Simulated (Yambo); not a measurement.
Yambo run on a free-standing CaO2H2 monolayer (symmetry P-3m1, slab cell 17.5 Å high). The wavefunctions come from this Quantum ESPRESSO step (LDA, PseudoDojo standard norm-conserving files, scalar-relativistic):

```
&CONTROL
  calculation = 'nscf'
  pseudo_dir = './pseudo'
  outdir = './out'
/
&SYSTEM
  ibrav = 0
  nat = 5
  ntyp = 3
  ecutwfc = 84.0
  ecutrho = 336.0
  occupations = 'fixed'
  force_symmorphic = .true.
  nbnd = 104
  assume_isolated = '2D'
/
&ELECTRONS
  conv_thr = 5e-09
  diago_full_acc = .true.
  diago_thr_init = 1e-08
/
ATOMIC_SPECIES
H 1.0080 H.upf
O 15.9990 O.upf
Ca 40.0780 Ca.upf
CELL_PARAMETERS angstrom
  3.514735403307   0.000000000000   0.000000000000
 -1.757367701654   3.043850146845   0.000000000000
  0.000000000000   0.000000000000  17.500000000000
ATOMIC_POSITIONS crystal
H   0.333333333000   0.666666667000   0.118852022600
H   0.666666666333   0.333333333667  -0.118852022600
O   0.333333333000   0.666666667000   0.063730500500
O   0.666666666333   0.333333333667  -0.063730500500
Ca  -0.000000000000   0.000000000333  -0.000000000000
K_POINTS automatic
6 6 1 0 0 0
```

Yambo input:

```
rim_cut
gw0
dyson
el_el_corr
HF_and_locXC
ppa
em1d
rim_w
RandQpts= 1000000
RandGvec= 2 Ry
CUTGeo= "slab z"
EXXRLvcs= 84 Ry
VXCRLvcs= 336 Ry
Chimod= "HARTREE"
% BndsRnXp
 1 | 103 |
%
NGsBlkXp= 6 Ry
% LongDrXp
 1.0 | 1.0 | 0.0 |
%
RandGvecW= 1000 mRy
PPAPntXp= 27.2114 eV
% GbndRnge
 1 | 103 |
%
GTermKind= "BG"
DysSolver= "n"
ExtendOut
% QPkrange
 1 | 1 | 12 | 13 |
 4 | 4 | 12 | 13 |
%
```

k points by index: 1 = Γ, 4 = M.

The o-*.qp file then holds:

```
#    K-point    Band    Eo [eV]    E [eV]    E-Eo [eV]    Vxc [eV]    Vnlxc [eV]    Sc|Eo [eV]    Sc|E [eV]    dSc/dw|Eo [eV]    Re(Z)    Im(Z)
#
    1    12    0.000000    -1.999806    -1.999806    -19.31904    -25.33310    3.563008    4.014258    -6.139693    0.815905    -0.001318
    1    13    3.683694    5.012944    1.329250    -5.233245    -2.290675    -1.500795    -1.613319    -2.303392    0.921957    -0.696902E-3
    4    12    -0.408379    -2.507201    -2.098822    -18.83862    -24.97306    3.561707    4.035623    -6.143872    0.815803    -0.001367
    4    13    6.529215    9.359167    2.829952    -11.90860    -5.721593    -2.961798    -3.357058    -3.800447    0.877451    -0.965301E-3
```
(The two width columns are left out.) Convergence of these settings isn't established.

Geometry relaxed with LDA.

This is a model layer cut from the bulk structure; whether it is stable on its own was not checked.
